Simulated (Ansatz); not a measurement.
Starting cell, SiO2 (rutile):

```
SiO2
1.0
    4.19456     0.00000     0.00000
    0.00000     4.19456     0.00000
    0.00000     0.00000     2.67844
Si O
2 4
Cartesian
  0.00000   0.00000   0.00000
  2.09728   2.09728   1.33922
  1.28378   1.28378   0.00000
  3.38106   0.81350   1.33922
  0.81350   3.38106   1.33922
  2.91077   2.91077   0.00000
```

In this cell atom 5 (O, nearest neighbour Si at 1.766 Å; its periodic images, 2.7 Å or more away, move with it) is moved by s along Cartesian x, unit vector (1.000, 0.000, 0.000); all other atoms and the cell stay fixed.

Level of theory: PBEsol (plane waves to 420 eV, PAW, scalar-relativistic; Ansatz, a first-principles code). k mesh 6×6×10 (Γ-centred), Fermi-Dirac smearing 0.05 eV. F∥ is the force on the atom along that direction. SiO2 was relaxed with its symmetry unable to fall. 

```tsv
s (Å)	F∥ (eV/Å)
-0.180	3.819
-0.144	3.066
-0.108	2.306
-0.072	1.541
-0.036	0.772
0.000	0.000
0.036	-0.775
0.072	-1.552
0.108	-2.332
0.144	-3.116
0.180	-3.905
```

**Question.** What is the force constant k = d²E/ds² of this move at s = 0?

**Answer.** 21.5 eV/Å². The forces along the line at the two nearest points give (0.772 − (-0.775)) / (2·0.036) = 21.49 eV/Å²; the next pair corrects for the finite step.

(For displaced atoms, the force is minus the slope of the energy, and its curvature is a force constant, which sets phonon frequencies.)
